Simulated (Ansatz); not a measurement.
SnSb (CsCl type, space group No. 221), LDA (plane waves, PAW; program Ansatz), all energies at zero smearing, with the estimated change up to a 700 eV cutoff added, with one set of potentials and settings (totals compare only within such a set). Cell of 2 atoms (1 Sn, 1 Sb): -12215.152 eV.

```
element                reference phase  E (eV/atom)
-------  -----------------------------  -----------
Sn       I4_1/amd, 2 atoms in the cell   -5879.5359
Sb           R-3m, 2 atoms in the cell   -6335.8223
```

Formation energy per atom, worked out: (-12215.152 − 1×(-5879.5359) − 1×(-6335.8223))/2 = 0.103 eV/atom (10 kJ per mol of atoms), at 0 K, without zero-point energy or fitted corrections.

Space group Pm-3m (CsCl type). The workflow started from a Materials Project entry (that database holds measured and hypothetical structures alike); the Crystallography Open Database copy checked does not list it. COD files the formula under space group No. 166, 225, so this cell is another polymorph or a model. Whether it is the stable phase at ambient conditions was not checked. The cell was relaxed with LDA under the symmetry of its start; of distortions, only those at the zone centre were tested. The references are the lowest solids computed at this level, not always the standard phases. Spin–orbit coupling is left out wherever it is not named.

Potentials: the later of the program's two PAW sets.
